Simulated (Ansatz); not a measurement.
This cell of SiO₂ (rutile) is off equilibrium:

```yaml
crystal:
  lattice:
    - [4.18520, 0.00000, 0.00000]
    - [0.00000, 4.18520, 0.00000]
    - [0.00000, 0.00000, 2.66883]
  atoms:
    - { symbol: Si, position: [0.50000, 0.50000, 0.50000] }
    - { symbol: Si, position: [0.00000, 0.00000, 0.00000] }
    - { symbol: O, position: [0.80610, 0.80610, 0.50000] }
    - { symbol: O, position: [0.30610, 0.69390, 0.00000] }
    - { symbol: O, position: [0.65885, 0.30610, 0.00000] }
    - { symbol: O, position: [0.19390, 0.19390, 0.50000] }
```

Computed with r2SCAN (plane waves to 500 eV, PAW, scalar-relativistic; Ansatz, a first-principles code). k mesh 7×7×10 (Γ-centred), Fermi-Dirac smearing 0.05 eV. Energies are smeared free energies. Stress and pressure are positive under compression. SiO2 was relaxed with its symmetry unable to fall.

What forces act on the atoms (eV/Å, Cartesian)?


| atom | Fx | Fy | Fz |
|---|---|---|---|
| Si1 | -1.236 | 0.890 | 0.000 |
| Si2 | 0.161 | -0.137 | 0.000 |
| O3 | -0.055 | -0.017 | 0.000 |
| O4 | -0.784 | 0.862 | 0.000 |
| O5 | 3.361 | -1.519 | 0.000 |
| O6 | -1.447 | -0.079 | 0.000 |

Give the stress tensor in GPa and the pressure.


```
    5.8     -2.4      0.0
   -2.4      4.4      0.0
    0.0      0.0      2.0
```
The pressure, a third of the trace, is 4.1 GPa.

In it atom 5 sits (-0.147, 0.000, 0.000) Å away from its relaxed site. What is its energy relative to the relaxed cell?

247 meV/cell.

(For displaced atoms, the force is minus the slope of the energy, and its curvature is a force constant, which sets phonon frequencies.)
